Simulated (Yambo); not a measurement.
**Excitons in K2MgH4**

```
K2MgH4
1.0
   -2.00447     2.00447     6.77646
    2.00447    -2.00447     6.77646
    2.00447     2.00447    -6.77646
H Mg K
4 1 2
Cartesian
  2.00446   0.00000   0.00000
  0.00000   2.00446   0.00000
  0.00000   0.00000  11.54641
  0.00000   0.00000   2.00651
  0.00000   0.00000   0.00000
  0.00000   0.00000   8.72700
  0.00000   0.00000   4.82592
```

The geometry is that of Materials Project entry mp-23956, symmetrised and not relaxed again.

BSE in Yambo on norm-conserving PBEsol (Quantum ESPRESSO, 84 Ry, without SOC) bands: 6×6×6 mesh, 4 valence and 10 conduction bands, static screening with 56 bands and a 3 Ry block, scissor 2.32 eV, Tamm-Dancoff; field along x.

```csv
state,energy (eV),states within 2 meV,relative strength,class,main transitions
1,5.32,2,< 0.01,dark,VB → CB (94 %)
2,5.46,1,< 0.01,dark,VB → CB (83 %)
3,5.54,1,< 0.01,dark,VB → CB (96 %)
4,5.58,2,1.00,strong,VB → CB (75 %)
5,5.62,1,< 0.01,dark,VB → CB (96 %)
6,5.64,1,< 0.01,dark,VB → CB (99 %)
```

These are vertical excitations (zero momentum); the indirect quasiparticle gap, about 5.46 eV, is smaller than the direct one (6.00 eV on the GW mesh). The direct quasiparticle gap on this mesh is 6.04 eV; counted from there, state 1 is bound by 0.72 eV. Convergence with the mesh was not shown.

Spin singlets only. Strengths are relative to the strongest of the lowest states of this run; strong means a line over 3 % of the spectrum's maximum, dark under 0.03 %. Absolute energies carry the error of the G0W0 scissor, whose convergence isn't established; the long-wavelength screening was taken along (1,1,1) although the crystal is anisotropic.
